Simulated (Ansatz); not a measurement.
Input and command of a plane-wave DFT calculation in Ansatz:

```yaml
crystal:
  lattice:
    - [3.0521313427, 0.0, 0.0]
    - [-1.5260656714, 2.6432232785, 0.0]
    - [0.0, 0.0, 9.9958018793]
  atoms:
    - { symbol: Li, position: [0.0, 0.0, 0.0] }
    - { symbol: Li, position: [0.3333333333, 0.6666666667, 0.25] }
    - { symbol: Li, position: [0.0, 0.0, 0.5] }
    - { symbol: Li, position: [0.6666666667, 0.3333333333, 0.75] }
basis:
  ecutwfc: 420
kpoints:
  mp_grid: { grid: [15, 15, 4] }
hamiltonian:
  xc: pbesol
scf:
  occupations: { method: gaussian, width: 0.1 }
output:
  forces: true
  stress: true
  eigenvalues: true
  populations: true
relax:
  adjacent_minimum: "off"
  f_tol: 0.01
  max_steps: 45
  cell: { stress_tol: 0.05 }
```

```bash
ansatz run input.yaml --threads 1 --pin off --max-ram 2560MiB --backend cpu --events-out ev --progress --plain --runs-dir out
```

Processor: Arm Neoverse V1, 1 thread, on a host shared with other jobs.

Task: How long does it run, and how much memory does it take?

Result: About 8.1 s on 1 thread of Arm Neoverse V1 (shared host), peak memory 0.35 GiB. It solves 10 bands at 81 k points (the mesh reduced by the symmetry that the task leaves, which can be less than the crystal's) with about 1569 plane waves (on the last cell), in 10 SCF iterations over 2 ionic steps.
